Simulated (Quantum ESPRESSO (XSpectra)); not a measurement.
Quantum ESPRESSO (XSpectra) run for X-ray absorption at the Si K edge of HfSi2 (Cmcm). Geometry: Materials Project entry mp-1069 (a computed structure). The cell is the entry's, not relaxed again. The ground-state test found no gap over 0.25 eV with this functional, so the cell is neutral with smeared occupations; energies count from the Fermi level. pw.x input:

```
&CONTROL
  calculation = 'scf'
  prefix = 'x'
  pseudo_dir = './pseudo'
  outdir = './out'
/
&SYSTEM
  ibrav = 0
  nat = 24
  ntyp = 3
  ecutwfc = 46
  input_dft = 'PZ'
  occupations = 'smearing'
  smearing = 'mv'
  degauss = 0.02
/
&ELECTRONS
  conv_thr = 2.4e-07
  mixing_beta = 0.4
/
ATOMIC_SPECIES
Sih 28.085 Si.lda-tm-gipaw-star1s.UPF
Hf 178.490 Hf.upf
Si 28.085 Si.lda-tm-gipaw.UPF
CELL_PARAMETERS angstrom
   7.293560000    0.000000000    0.000000000
   0.000000000    0.000000000    7.297220000
   1.823390000   -7.295945000    0.000000000
ATOMIC_POSITIONS crystal
Hf     0.052870000    0.125000000    0.788520000
Hf     0.052870000    0.625000000    0.788520000
Hf     0.552870000    0.125000000    0.788520000
Hf     0.552870000    0.625000000    0.788520000
Hf     0.447130000    0.375000000    0.211480000
Hf     0.447130000    0.875000000    0.211480000
Hf     0.947130000    0.375000000    0.211480000
Hf     0.947130000    0.875000000    0.211480000
Si     0.374895000    0.125000000    0.500420000
Si     0.374895000    0.625000000    0.500420000
Si     0.874895000    0.125000000    0.500420000
Si     0.874895000    0.625000000    0.500420000
Si     0.125105000    0.375000000    0.499580000
Si     0.125105000    0.875000000    0.499580000
Si     0.625105000    0.375000000    0.499580000
Si     0.625105000    0.875000000    0.499580000
Sih    0.276415000    0.375000000    0.894340000
Si     0.276415000    0.875000000    0.894340000
Si     0.776415000    0.375000000    0.894340000
Si     0.776415000    0.875000000    0.894340000
Si     0.223585000    0.125000000    0.105660000
Si     0.223585000    0.625000000    0.105660000
Si     0.723585000    0.125000000    0.105660000
Si     0.723585000    0.625000000    0.105660000
K_POINTS automatic
4 4 4 0 0 0
```

xspectra.x input:

```
&input_xspectra
  calculation = 'xanes_dipole'
  edge = 'K'
  prefix = 'x'
  outdir = './out'
  xonly_plot = .false.
  xiabs = 1
  xcoordcrys = .false.
  xepsilon(1) = 1.0
  xepsilon(2) = 0.0
  xepsilon(3) = 0.0
  xe0 = 13.0516
  xniter = 1500
  xcheck_conv = 50
  xerror = 0.002
  x_save_file = 'x0.sav'
/
&plot
  xnepoint = 451
  xemin = -5.0
  xemax = 40.0
  xgamma = 0.7
  terminator = .true.
  cut_occ_states = .true.
/
&pseudos
  filecore = 'core.wfc'
/
&cut_occ
  cut_desmooth = 0.1
  cut_stepl = 0.01
  cut_ierror = 1e-6
/
4 4 4 1 1 1
```

End of the pw.x output:

```
   -17.7487 -17.7442 -17.7407 -17.7366 -17.7357 -17.7298 -17.6952 -17.6922
   -17.6796 -17.6794 -17.6789 -17.6627 -17.6457 -17.6416 -17.6340 -17.6311
     0.6261   1.8866   1.9380   1.9534   2.3837   2.4826   2.4862   2.5055
     5.2120   5.8678   6.0986   6.1137   6.6969   6.6972   6.7007   6.7030
     7.2564   7.3168   7.4210   7.6411   7.6769   7.6849   7.6881   7.6905
     8.0795   8.2737   8.3701   8.4535   9.4570   9.7167   9.8087   9.8341
    10.1422  10.3369  10.3582  10.3684  10.6542  10.6894  10.8627  10.8725
    11.3778  11.3998  11.4505  11.4693  11.7947  11.8291  11.8333  11.8406
    13.2316  13.4026  13.4404  13.4725  13.8210  13.8655  13.8812  13.9022
    14.9231  14.9634  15.0083  15.0364  15.1937  15.4759  15.5250  15.5277
    15.9826

     the Fermi energy is    13.0516 ev

!    total energy              =   -1118.09946789 Ry
     estimated scf accuracy    <       0.00000016 Ry
     smearing contrib. (-TS)   =      -0.00757518 Ry
     internal energy E=F+TS    =   -1118.09189271 Ry

     The total energy is F=E-TS. E is the sum of the following terms:
     one-electron contribution =    -170.60235481 Ry
     hartree contribution      =     155.43275344 Ry
     xc contribution           =    -352.68951070 Ry
     ewald contribution        =    -750.23278064 Ry

     convergence has been achieved in  14 iterations

     XML data file, charge density, pseudopotentials, collected wavefunctions
```

xspectra.x output, shortened:

```
... Begin STEP 1 ...

        Radial transition matrix element(s) used in the calculation of the
        initial vector of the Lanczos basis (|tilde{phi}_abs> normalized)
        | For PAW proj. (l=1) #1: radial matrix element =   0.024474362
        | For PAW proj. (l=1) #2: radial matrix element =   0.030304530

NB: the    16 k-point are not all listed below because npool=  4
        |-------------------------------------------------------------
        ! k-point #     1:  ( 0.1250, -0.0937,  0.1249),  0.0312,   1
        |-------------------------------------------------------------
 okvan= F
        |   Norm of the initial Lanczos vector: 0.19154583E-01
        !   => CONVERGED at iter    500 with error=  0.00164550
        |-------------------------------------------------------------
        ! k-point #     2:  ( 0.1250, -0.3436,  0.1249),  0.0312,   1
        |-------------------------------------------------------------
 okvan= F
        |   Norm of the initial Lanczos vector: 0.19154645E-01
        !   => CONVERGED at iter    500 with error=  0.00191213
        |-------------------------------------------------------------
        ! k-point #     3:  ( 0.1250, -0.5936,  0.1249),  0.0312,   1
        |-------------------------------------------------------------
 okvan= F
        |   Norm of the initial Lanczos vector: 0.19154661E-01
        !   => CONVERGED at iter    500 with error=  0.00189989
        |-------------------------------------------------------------

        ...
... Begin STEP 2 ...

     The spectrum is calculated using the following parameters:
        xe0 [eV]:   13.0516
        the occupied states are elimintate from the spectrum
        xemin [eV]:  -5.00
        xemax [eV]:  40.00
        xnepoint:  451
        constant broadening parameter [eV]:    0.700
        Core level energy [eV]:  -1839.
         (from electron binding energy of neutral atoms in X-ray data booklet)

     Cross-section successfully written in xanes.dat

     ... End STEP 2 ...

     xanes        :    203.79s CPU    204.45s WALL (       1 calls)

     -------------------------------------------------------------------------
                                END JOB XSpectra
     -------------------------------------------------------------------------
```

xanes.dat for the field along x, every fifth line (energy in eV, cross section):

```
   -5.000   2.3910e-04
   -4.500   2.6670e-04
   -4.000   3.0080e-04
   -3.500   3.4370e-04
   -3.000   3.9940e-04
   -2.500   4.7460e-04
   -2.000   5.8160e-04
   -1.500   7.4550e-04
   -1.000   1.0230e-03
   -0.500   1.5520e-03
    0.000   2.5110e-03
    0.500   3.4530e-03
    1.000   4.0280e-03
    1.500   4.6250e-03
    2.000   5.2370e-03
    2.500   5.6020e-03
    3.000   5.7950e-03
    3.500   6.0630e-03
    4.000   6.5800e-03
    4.500   7.3600e-03
    5.000   8.0870e-03
    5.500   8.1890e-03
    6.000   8.0820e-03
    6.500   8.1980e-03
    7.000   8.2510e-03
    7.500   8.4190e-03
    8.000   8.2630e-03
    8.500   7.8760e-03
    9.000   7.6620e-03
    9.500   7.3400e-03
   10.000   6.8110e-03
   10.500   6.1040e-03
   11.000   5.5080e-03
   11.500   5.3610e-03
   12.000   5.2960e-03
   12.500   5.2370e-03
   13.000   5.2110e-03
   13.500   4.8810e-03
   14.000   4.7620e-03
   14.500   4.9210e-03
   15.000   4.8680e-03
   15.500   4.6480e-03
   16.000   4.3780e-03
   16.500   4.1920e-03
   17.000   4.1480e-03
   17.500   4.1570e-03
   18.000   4.1100e-03
   18.500   4.1200e-03
   19.000   4.1190e-03
   19.500   4.1340e-03
   20.000   4.1460e-03
   20.500   4.0120e-03
   21.000   3.9890e-03
   21.500   4.0230e-03
   22.000   4.1480e-03
   22.500   4.3750e-03
   23.000   4.5420e-03
   23.500   4.5990e-03
   24.000   4.6150e-03
   24.500   4.7290e-03
   25.000   4.7140e-03
   25.500   4.8130e-03
   26.000   4.9760e-03
   26.500   4.7870e-03
   27.000   4.4960e-03
   27.500   4.1730e-03
   28.000   3.8890e-03
   28.500   3.8510e-03
   29.000   4.0090e-03
   29.500   4.0680e-03
   30.000   4.2080e-03
   30.500   4.5330e-03
   31.000   4.6930e-03
   31.500   4.6080e-03
   32.000   4.3410e-03
   32.500   4.0590e-03
   33.000   4.1340e-03
   33.500   4.3850e-03
   34.000   4.5740e-03
   34.500   4.5820e-03
   35.000   4.5450e-03
   35.500   4.6190e-03
   36.000   4.5860e-03
   36.500   4.4790e-03
   37.000   4.5780e-03
   37.500   4.4570e-03
   38.000   4.0630e-03
   38.500   3.7380e-03
   39.000   3.6730e-03
   39.500   3.6370e-03
   40.000   3.5770e-03
```
